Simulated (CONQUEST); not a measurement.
Consider a self-consistent single point of CoSi₂ (Fm-3m, 12 atoms in the cell; from Materials Project mp-2379, changed as shown).

```
CoSi2
1.0
    5.34803     0.00000     0.00000
    0.00000     5.34803     0.00000
    0.00000     0.00000     5.34803
Co Si
4 8
Direct
  0.00000   0.00000   0.00000
  0.00000   0.50000   0.50000
  0.50000   0.00000   0.50000
  0.50000   0.50000   0.00000
  0.25000   0.25000   0.75000
  0.25000   0.75000   0.75000
  0.25000   0.75000   0.25000
  0.25000   0.25000   0.25000
  0.75000   0.25000   0.25000
  0.75000   0.75000   0.25000
  0.75000   0.75000   0.75000
  0.75000   0.25000   0.75000
```

Level of theory: PBEsol, numerical atomic orbitals double-zeta with polarisation (the shipped basis), PseudoDojo norm-conserving potentials made for PBEsol (CONQUEST).

CONQUEST settings:

- basis = DZP
- Diag.MPMeshX, Y, Z = 3 3 3
- potentials = PseudoDojo norm-conserving PBEsol
- Grid.GridCutoff = 140 Ha
- DM.SolutionMethod = diagon
- Diag.SmearingType = 1
- Diag.kT = 0.003675 Ha
- Diag.GammaCentred = true
- Diag.MPOrder = 0
- minE.SCTolerance = 1.0e-06
- SC.MaxIters = 100
- SC.LinearMixingFactor = 0.5
- SC.KerkerPreCondition = true
- SC.KerkerFactor = 0.3 1/bohr
- AtomMove.TypeOfRun = static

Results:

```
Quantity                                                  Result
------------------------------------------------  --------------
Number of valence electrons                                  100
Number of bands                                              180
Number of k-points after the program's reduction              14
Size of the basis                                            180
Number of SCF iterations                                      12
FFT grid                                            60 × 60 × 60
Free energy E − TS                                -17560.0544 eV
Fermi level (on the code's own zero)                    -6.65 eV
Pressure                                                1.18 GPa
```

Stress (GPa, positive for compression):
```
1.18  0.00  0.00
0.00  1.18  0.00
0.00  0.00  1.18
```

For comparison: a first run was changed to give this one (volume scaled by 1.02), and from it to this one the free energy drops by 4.6 meV/atom and the pressure goes from 4.79 to 1.18 GPa.

The program uses no crystal symmetry, so grid and mesh can part values that symmetry would make equal. The atom-centred basis is finite, which shifts total energies and pressures against plane waves. The run has no spin polarisation, so moments on Co cannot form. The structure comes from a collection of computed structures, made at another level of theory; the collection holds predicted forms beside known ones. No clean gap shows at this smearing width and mesh (spacing up to 0.39 Å⁻¹); the mesh is coarse for partly filled bands, so the values carry mesh errors.

Cost on one core: about 4 core-minutes (a rough figure).
